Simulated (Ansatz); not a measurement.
Given:

Relaxed Fe (bcc, W type):

```xyz
2
Lattice="-2.8318 2.8318 2.8318 1.4159 -1.4159 1.4159 1.4159 1.4159 -1.4159" Properties=species:S:1:pos:R:3 pbc="T T T"
Fe     0.0000     0.0000     0.0000
Fe    -1.4159     1.4159     1.4159
```

In this cell atom 1 (Fe, nearest neighbour Fe at 2.452 Å; its periodic images, 2.5 Å or more away, move with it) is moved by s along Cartesian x, unit vector (1.000, 0.000, 0.000); all other atoms and the cell stay fixed.

Method: PBE (plane waves to 420 eV, PAW, scalar-relativistic; Ansatz, a program for electronic structure). k mesh 9×18×18 (Γ-centred), Fermi-Dirac smearing 0.05 eV. The energy includes the smearing's −TS. With partly filled bands, energies and forces of such displacements shift with the k mesh and the smearing. On this mesh the relaxed cell isn't quite at rest: it carries a pressure of -0.2 GPa (compression positive) at the zero of the scan. Fe was relaxed with its symmetry unable to fall. Relaxed Fe ends ferromagnetic. Other magnetic orders were not checked, so this need not be the ground state. ΔE is measured from the undisplaced structure.

The scan covers s from -0.740 to 0.740 Å in 11 points.

Problem. Is this a single well or a double well?

Solution. A single well with its minimum at or next to zero displacement.

Problem. Is the energy the same for equal positive and negative displacements?

Solution. Even: the same for both signs. With its periodic images moving along, the atom's site symmetry in this cell is mmm.

Problem. What force acts on the atom along the line at s = -0.740 Å?

Solution. 2.30 eV/Å.

Problem. What is the energy change at s = 0.740 Å?

Solution. 1060 meV/cell.

Problem. What is the force constant k = d²E/ds² of this move at s = 0?

Solution. 4.85 eV/Å².

(A displaced cell: forces are minus the slopes of the energy, force constants its curvatures, and phonons follow from these.)
